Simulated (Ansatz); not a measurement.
**Al$_{2}$Cu: stationary points along a deformation path**

Method: DFT r2SCAN, scalar-relativistic, plane waves, PAW in Ansatz. Cutoff 500 eV, Γ-centred 14×14×18 k-points, Gaussian smearing of 0.15 eV. No spin polarisation. Energies are free energies at this smearing, counted from the undisturbed cell; pressure is positive in compression.

Zero of the scan (relaxed at this level; it needn't be the usual structure):

```yaml
crystal:
  lattice:
    - [4.08803, 0.00000, 0.00000]
    - [0.00000, 4.08803, 0.00000]
    - [0.00000, 0.00000, 2.85133]
  atoms:
    - { symbol: Al, position: [0.50000, 0.00000, 0.50000] }
    - { symbol: Al, position: [0.00000, 0.50000, 0.50000] }
    - { symbol: Cu, position: [0.00000, 0.00000, 0.00000] }
```

At fixed volume and fractional coordinates, lengths along (0.000, 0.000, 1.000) are scaled against those across it; ρ is that ratio over its starting value. V = 15.884 Å³/atom. Δσ is the stress along the axis less the mean stress across it (compression positive).

```csv
ρ,ΔE (meV/atom),Δσ (GPa),space group
0.850,87.1,16.13,P4/mmm
0.920,21.5,8.38,P4/mmm
0.960,4.9,3.73,P4/mmm
1.000,0.0,-0.23,P4/mmm
1.100,31.4,-8.63,P4/mmm
1.200,95.1,-13.07,P4/mmm
```

Question: How does the stress give the slope of the energy, and where is the energy stationary?

Answer: Along the path d ln(length) is 2/3 d ln ρ on the axis and −1/3 d ln ρ across it, so dE/d ln ρ = −(2/3) V Δσ: the energy falls with ρ where Δσ is positive. Δσ vanishes or changes sign between ρ = 0.960 and 1.000, a minimum (near 1.00 by linear interpolation). Pairs of stationary points between two samples would go unseen, and could change a minimum read from distant neighbours into a maximum.

Question: Integrate that slope from ρ = 1 to 1.200 by the trapezoid rule.

Answer: With V/N in Å³ and 1 eV/Å³ = 160.2 GPa the slopes at ρ = 1.000, 1.100, 1.200 are 15, 571, 864 meV/atom per unit of ln ρ. The steps add 27.9 + 62.4 = 90.3 meV/atom, against 95.1 from the energies; the trapezoid rule misses the curvature of the slope within each step.

In a metal these slopes depend on the k mesh and the smearing.

Cost: 6 runs of about 7.8 core-minutes in all, on Intel Xeon Processor @ 2.50GHz (Skylake/Cascade Lake) (shared hosts).